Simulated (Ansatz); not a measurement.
TaRu:
```xyz
2
Lattice="0.0000 2.6032 2.6032 2.6032 0.0000 2.6032 2.6032 2.6032 0.0000" Properties=species:S:1:pos:R:3 pbc="T T T"
Ru     0.0000     0.0000     0.0000
Ta     2.6032     2.6032     2.6032
```

Relaxed with PBE. Special points in fractions of this cell's reciprocal vectors: Γ (0.000, 0.000, 0.000); X (0.500, 0.000, 0.500); U (0.625, 0.250, 0.625); K (0.375, 0.375, 0.750); L (0.500, 0.500, 0.500); W (0.500, 0.250, 0.750).

List the band energies nearest the Fermi level at these points for PBE in the plane-wave PAW code Ansatz.

In eV from the Fermi level; about four levels below and three above (degenerate sets whole), none deeper than 8.9 eV; points with the same levels are listed once.

| k | below | above |
|---|---|---|
| Γ | -4.31 -4.31 -3.86 -3.86 -3.86 | 3.82 3.82 3.82 |
| X | -2.58 -0.61 -0.61 -0.32 | 2.61 2.61 3.85 |
| U | -2.71 -2.60 -2.47 -1.03 | 0.95 2.07 2.23 |
| L | -0.92 -0.92 -0.47 -0.47 | 1.13 1.95 1.95 |
| W | -3.01 -1.16 -0.59 -0.05 | 1.93 1.93 2.56 |

Space group Fm-3m (rock salt). The start of the workflow was typed in or built on a structure type; neither database checked (COD, Materials Project) lists it. COD files the formula under space group No. 123, 221, so this cell is another polymorph or a model. Its standing as an ambient phase is unchecked. The PBE relaxation kept the symmetry of its start; its stability against distortions is not shown here. The run is not spin-polarised. Its formation energy is positive at this level, so the cell may be metastable or incomplete. Scalar-relativistic: spin–orbit coupling is off unless named, which matters more the heavier the elements.

Potentials: the earlier of the program's two PAW sets.
